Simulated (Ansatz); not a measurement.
The cell below belongs to a search over invented structures; it isn't taken from experiment.

Input and command of a plane-wave DFT calculation in Ansatz:

```yaml
crystal:
  lattice:
    - [4.69988377, 0.0, 0.0]
    - [0.0, 2.04418473, 5.96480209]
    - [0.0, -2.04418473, 5.96480209]
  atoms:
    - { symbol: Sc, position: [0.0, 0.57801902, 0.57801902] }
    - { symbol: In, position: [0.0, 0.87157202, 0.87157202] }
    - { symbol: Te, position: [0.5, 0.138567, 0.138567] }
    - { symbol: Se, position: [0.5, 0.41184101, 0.41184101] }
basis:
  ecutwfc: 420
kpoints:
  mp_grid: { grid: [3, 4, 4] }
hamiltonian:
  xc: pbe
scf:
  occupations: { method: gaussian, width: 0.15 }
  lower_state_search: "off"
output:
  forces: true
  stress: true
  eigenvalues: true
relax:
  adjacent_minimum: "off"
  f_tol: 0.08
  max_steps: 16
  cell: { stress_tol: 0.8 }
```

```bash
ansatz run input.yaml --threads 1 --pin off --max-ram 2560MiB --backend cpu --events-out ev --progress --plain --runs-dir out
```

Processor: Intel(R) Xeon(R) Processor @ 2.70GHz, 1 thread, on a host shared with other jobs.

Estimate time, memory and problem size.

About 80 s, peak memory 0.47 GiB. It solves 34 bands at 14 k points (after reduction by symmetry) with about 2195 plane waves (on the last cell), in 89 SCF iterations over 13 ionic steps.
